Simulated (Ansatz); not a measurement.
# Calculated with Ansatz: FePtRh, relaxation

Launch command:

```bash
ansatz run input.yaml --threads 1 --pin off --max-ram 2560MiB --backend cpu --events-out ev --progress --plain --runs-dir out
```

input.yaml:

```yaml
crystal:
  lattice:
    - [3.436258, 0.0, 0.0]
    - [0.0, 3.436258, 0.0]
    - [0.0, 0.0, 5.938509]
  atoms:
    - { symbol: Pt, position: [0.0, 0.0, 0.0] }
    - { symbol: Pt, position: [0.5, 0.5, 0.0] }
    - { symbol: Rh, position: [0.0, 0.5, 0.75] }
    - { symbol: Rh, position: [0.5, 0.0, 0.25] }
    - { symbol: Fe, position: [0.0, 0.5, 0.357] }
    - { symbol: Fe, position: [0.5, 0.0, 0.643] }
  symmetry: { tolerance: 0.0003 }
kpoints:
  mp_grid: { grid: [5, 5, 3], shift: [0.5, 0.5, 0.5] }
magnetization:
  spin_polarized: false
scf:
  occupations: { method: gaussian, width: 0.0112 }
hamiltonian:
  pseudopotentials: { kind: paw }
  xc: lda
basis:
  ecutwfc: 420
output:
  forces: true
  stress: true
  eigenvalues: true
relax:
  max_steps: 40
  cell: {}
```

Origin of the cell: a known structure type with other elements, at an estimated volume, so it need not be a known compound.

Output (shortened):

```
Pseudopotentials: kind: paw
Pseudopotential: Pt, paw, valence charge 18, recommended cutoff 420 eV (normal), Pt.paw.azcp
Pseudopotential: Rh, paw, valence charge 17, recommended cutoff 420 eV (normal), Rh.paw.azcp
Pseudopotential: Fe, paw, valence charge 16, recommended cutoff 420 eV (normal), Fe.paw.azcp
Functional definition: SPW92
  exchange = slater_x
  correlation = pw_c
Crystal: 6 atoms, lattice volume = 70.121 Å³
Basis set: ecut = 420 eV, 1359 PW (Γ)
Bands: 62, of which v1, the nominal top of the filled ones, is band 51 counted from 1 (50 counted from 0)
Symmetry: 16 space group operations
Space group: P4/nmm (ITA 129), of the structure as read, at distance tolerance 1.2e-3 Å
k-points: 12 of 75
[… 8 lines left out …]
Initial density: superposition of atomic densities (neutral atoms: chi_scale 0, normalization atom), corrected by the library's trained network
Functional: x = slater, c = lda
SCF iter   1: F=—  HF=-45876.942858 eV  Δρ=2.06e-2  dr2=3.32e-1  defer=2
SCF iter   2: F=—  HF=-45876.906679 eV  Δρ=1.01e-2  dr2=1.07e-1  defer=54
SCF iter   3: F=—  HF=-45876.895057 eV  Δρ=1.70e-3  dr2=3.93e-3  defer=54
SCF iter   4: F=—  HF=-45876.894636 eV  Δρ=8.30e-4  dr2=7.34e-4  defer=54
SCF iter   5: F=—  HF=-45876.894559 eV  Δρ=2.29e-4  dr2=1.75e-5  defer=54
SCF iter   6: F=—  HF=-45876.894588 eV  Δρ=7.28e-5  dr2=2.37e-6  defer=54
SCF iter   7: F=—  HF=-45876.894588 eV  Δρ=1.98e-5  dr2=2.22e-7  defer=54
SCF iter   8: F=-45876.894588 eV  HF=-45876.894588 eV  Δρ=7.01e-6  dr2=3.33e-8
relax step   1: F+E_penalty+E_count = -45876.894588 eV  Δ(F+E_penalty+E_count) = +0.000e0 eV  max|allowed force component| = 1.475e1 eV/Å  Δτ_max = 0.0000 Å  P = +100.318 GPa  Ω = 70.121 Å³ […]
relax step   2: F+E_penalty+E_count = -45883.322426 eV  Δ(F+E_penalty+E_count) = -6.428e0 eV  max|allowed force component| = 3.697e0 eV/Å  Δτ_max = 0.1950 Å  P = +13.401 GPa  Ω = 79.918 Å³  e […]
relax step   3: F+E_penalty+E_count = -45884.363069 eV  Δ(F+E_penalty+E_count) = -1.041e0 eV  max|allowed force component| = 2.128e0 eV/Å  Δτ_max = 0.1153 Å  P = +5.649 GPa  Ω = 80.174 Å³  en […]
relax step   4: F+E_penalty+E_count = -45885.061181 eV  Δ(F+E_penalty+E_count) = -6.981e-1 eV  max|allowed force component| = 6.339e-1 eV/Å  Δτ_max = 0.1951 Å  P = +5.256 GPa  Ω = 79.190 Å³ […]
relax step   5: F+E_penalty+E_count = -45885.075159 eV  Δ(F+E_penalty+E_count) = -1.398e-2 eV  max|allowed force component| = 3.532e-1 eV/Å  Δτ_max = 0.0173 Å  P = -2.913 GPa  Ω = 81.399 Å³ […]
[… 2 lines left out …]
relax step   8: F+E_penalty+E_count = -45885.122663 eV  Δ(F+E_penalty+E_count) = -7.187e-4 eV  max|allowed force component| = 2.555e-2 eV/Å  Δτ_max = 0.0017 Å  P = +0.097 GPa  Ω = 80.285 Å³ […]
relax step   9: F+E_penalty+E_count = -45885.122702 eV  Δ(F+E_penalty+E_count) = -3.965e-5 eV  max|allowed force component| = 2.568e-4 eV/Å  Δτ_max = 0.0010 Å  P = +0.005 GPa  Ω = 80.312 Å³ […]
relax step  10: F+E_penalty+E_count = -45885.145417 eV  Δ(F+E_penalty+E_count) = -2.272e-2 eV  max|allowed force component| = 5.467e-3 eV/Å  Δτ_max = 0.0000 Å  P = +0.582 GPa  Ω = 80.312 Å³  stress off target by 7.53e-1 GPa […]
relax step  11: F+E_penalty+E_count = -45885.145831 eV  Δ(F+E_penalty+E_count) = -4.139e-4 eV  max|allowed force component| = 2.224e-3 eV/Å  Δτ_max = 0.0009 Å  P = +0.001 GPa  Ω = 80.494 Å³ […]
relax step  12: F+E_penalty+E_count = -45885.145922 eV  Δ(F+E_penalty+E_count) = -9.089e-5 eV  max|allowed force component| = 2.282e-3 eV/Å  Δτ_max = 0.0000 Å  P = +0.000 GPa  Ω = 80.494 Å³  stress off target by 7.20e-3 GPa […]
SCF 12 converged in 7 iterations: F = -45885.145922 eV  dr2 = 7.94e-12
basis re-selected at this cell: Δ(F+E_penalty+E_count) = -9.089e-5 eV, ΔP = -0.001 GPa vs the last step (what re-selecting the basis moved, of the pressure what is left beyond the Pulay corre […]
SCF converged after 7 iterations
Free energy (F): -45885.145922 eV
Harris-Foulkes:  -45885.145922 eV  (|F-HF|=1.46e-11)
Internal energy: -45885.144763 eV  (E = F + TS)
E sigma→0 (E₀):  -45885.145342 eV
Entropy (-TS):   -0.001160 eV (-0.193 meV/atom)
Fermi energy:    21.479792 eV
--- Per-component energies (eV) ---
  E_band       = -881.160684
  E_kinetic    = 3138.904419
  E_local      = -10723.024815  (includes V_loc(G=0)·N_el)
  E_nonlocal   = 1578.108678
  E_hartree    = 4165.825767
  E_xc         = -1200.320963
  E_vxc        = -1470.222566  (∫ρ·V_xc dr)
  E_paw        = -27894.208648  (= ΣΔE_a)
  E_vpaw       = -1736.581387  (= ΣTr[D̂ρ^β])
  E_aug_tail   = 0.003392  (compensation charges beyond the density's cutoff)
  E_ewald      = -14953.408366
  E_core_change = 2.975775  (= ΣΔE_core)
  E_smearing   = -0.001160  (= −TS)
  Σ components = -45885.145922   (vs F -45885.145922, Δ=0.00e0)
--- Forces (eV/Å), atoms counted from 1 ---
  atom   1  Pt     0.000000     0.000000     0.000000
  atom   2  Pt     0.000000     0.000000    -0.000000
  atom   3  Rh     0.000000     0.000000     0.002282
  atom   4  Rh     0.000000     0.000000    -0.002282
  atom   5  Fe     0.000000     0.000000    -0.002042
  atom   6  Fe     0.000000     0.000000     0.002042
  max |Σ_I F_I| component: 6.51e-18 eV/Å
--- Stress (GPa, compression-positive) ---
        0.004070       0.000000       0.000000
        0.000000       0.004070       0.000000
        0.000000       0.000000      -0.007196
  P = ⅓ Tr σ = 0.0003 GPa (0.003 kbar)
--- Relaxed structure (10 steps of the walk, 10 accepted, 2 SCFs on fresh bases) ---
  F+E_penalty+E_count = -45885.145922 eV   max|allowed force component| = 2.282e-3 eV/Å   (the final SCF, on the basis selected at the relaxed cell)
  cell:  # Å, volume = 80.4943 Å³
    - [3.663076, 0.0, 0.0]
    - [0.0, 3.663076, 0.0]
    - [0.0, 0.0, 5.998923]
  atoms:
    - { symbol: Pt, position: [0.0, 0.0, 4.381e-19] }
    - { symbol: Pt, position: [0.5, 0.5, 4.381e-19] }
    - { symbol: Rh, position: [0.0, 0.5, 0.664742] }
    - { symbol: Rh, position: [0.5, 0.0, 0.335258] }
    - { symbol: Fe, position: [0.0, 0.5, 0.295603] }
    - { symbol: Fe, position: [0.5, 0.0, 0.704397] }
```

Caveats: no spin polarisation, so a magnetic state may lie lower; no spin-orbit coupling, though heavy elements are present; the given cell is far from equilibrium, with atoms too close or a volume far off; the k mesh is coarse if the cell is a metal; the relaxation held the start's symmetry, so the end may be a saddle point.

The run took 28 s of wall time on 1 CPU thread(s) of a shared host, from the program's own first density.
